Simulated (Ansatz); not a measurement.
Ta$_{3}$TiSi$_{8}$: phonons across the zone

These are results of DFT PBE, scalar-relativistic, plane waves, PAW in Ansatz, not measurements. Cutoff 420 eV, 6×6×8 k-points (Γ-centred), Fermi-Dirac smearing of 0.15 eV. No spin polarisation. Phonons by linear response, acoustic sum rule imposed.

Relaxed structure:
```xyz
12
Lattice="4.1960 -4.3377 0.0000 4.1960 4.3377 0.0000 0.0000 0.0000 4.8057" Properties=species:S:1:pos:R:3 pbc="T T T"
Ti    4.1960    0.0000    0.0000
Ta    0.0000    0.0000    2.4028
Ta    2.0980    2.1688    1.2119
Ta    2.0980   -2.1688    3.5937
Si    7.0900    0.0000    0.0000
Si    2.9296    0.0000    2.4028
Si    1.3021    0.0000    0.0000
Si    5.4625    0.0000    2.4028
Si    3.4103   -2.1518    1.1812
Si    3.4103    2.1518    3.6245
Si    4.9818    2.1518    1.1812
Si    4.9818   -2.1518    3.6245
```

It was reached by relaxing an invented guess, and it needn't be the stable form of this composition. In a metal, frequencies and elastic constants depend on the k mesh and the smearing, soft modes and shear constants most. Some empty bands missed the eigensolver's threshold. Spin–orbit coupling is left out, which matters for heavy elements. The q mesh is coarse, so values between its points are rough.

Force constants from linear response on a 1×1×2 q mesh.

Q: Is the structure dynamically stable on the q mesh?

A: Yes, on this mesh: no mode is imaginary.

Q: Give the frequencies (cm⁻¹) at the zone-boundary points of high symmetry (interpolated where a point lies off the q mesh).

A:
```tsv
point	q	frequencies
Y	-0.500 0.500 0.000	72 82 118 123 128 139 141 144 150 178 183 203 204 214 224 234 243 251 271 287 287 299 303 314 316 320 320 332 339 351 359 361 384 395 415 418
C0	-0.484 0.516 0.000	72 82 118 123 128 139 141 144 150 178 184 203 204 214 224 234 243 251 271 287 287 299 302 314 316 319 320 332 340 351 359 361 384 395 415 418
SIGMA0	0.484 0.484 0.000	72 82 118 123 128 139 141 144 150 178 184 203 204 214 224 234 243 251 271 287 287 299 302 314 316 319 320 332 340 351 359 361 384 395 415 418
Z	0.000 0.000 0.500	111 112 123 125 136 142 159 163 166 188 191 207 212 231 236 242 246 250 256 261 263 286 289 298 313 325 337 345 352 361 366 380 386 390 405 411
A0	0.484 0.484 0.500	120 122 123 130 142 144 155 156 158 186 198 201 217 222 226 230 232 239 250 279 284 286 286 305 322 323 341 343 359 360 360 379 386 394 402 405
E0	-0.484 0.516 0.500	120 122 123 130 142 144 155 156 158 186 198 201 217 222 226 230 232 239 250 279 284 286 286 305 322 323 341 343 359 360 360 379 386 394 402 405
T	-0.500 0.500 0.500	120 122 123 130 142 144 155 156 158 186 198 201 217 222 226 230 232 239 250 279 284 286 286 305 322 323 341 343 359 360 360 379 386 394 402 405
S	0.000 0.500 0.000	93 95 105 105 127 129 138 149 151 180 188 205 207 221 223 233 243 246 261 262 288 300 304 307 307 320 336 340 356 359 371 378 380 394 398 404
R	0.000 0.500 0.500	120 123 124 130 134 137 157 162 163 189 198 202 206 208 219 225 245 258 268 274 276 288 297 303 322 326 337 338 346 347 375 377 384 391 402 412
```
